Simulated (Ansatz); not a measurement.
Sn:
```
CELL_PARAMETERS angstrom
     -2.90282     2.90282     1.55305
      2.90282    -2.90282     1.55305
      2.90282     2.90282    -1.55305
ATOMIC_POSITIONS crystal
  Sn 0.75000 0.25000 0.50000
  Sn 0.00000 0.00000 0.00000
```

Relaxed with LDA. Special points in fractions of this cell's reciprocal vectors: Γ (0.000, 0.000, 0.000); X (0.000, 0.000, 0.500); M (-0.500, 0.500, 0.500); Z (0.322, 0.322, -0.322); Z0 (-0.322, 0.678, 0.322); P (0.250, 0.250, 0.250); N (0.000, 0.500, 0.000).

**Question.** List the band energies nearest the Fermi level at these points for plane-wave PAW LDA (Ansatz code).

**Answer.** In eV from the Fermi level; about four levels below and three above (degenerate sets whole), none deeper than 8.9 eV; points with the same levels are listed once.

| k | below | above |
|---|---|---|
| Γ | -3.86 -2.14 -2.14 | 2.96 6.18 6.18 |
| X | – | 0.50 0.50 1.47 1.47 |
| M | -7.81 -7.81 -5.00 -5.00 | 5.48 5.48 9.36 9.36 |
| Z | -5.68 -3.21 -2.94 -2.94 | 3.04 5.64 5.64 |
| P | -5.99 -5.99 -3.68 -3.68 | 3.61 3.61 4.02 4.02 |
| N | -5.49 -2.38 -1.85 -1.12 | 2.31 2.87 4.78 |

Space group I4_1/amd (β-Sn type). The LDA relaxation kept the symmetry of its start. Scalar-relativistic: spin–orbit coupling is off unless named, which matters more the heavier the elements.

Potentials: the later of the program's two PAW sets.
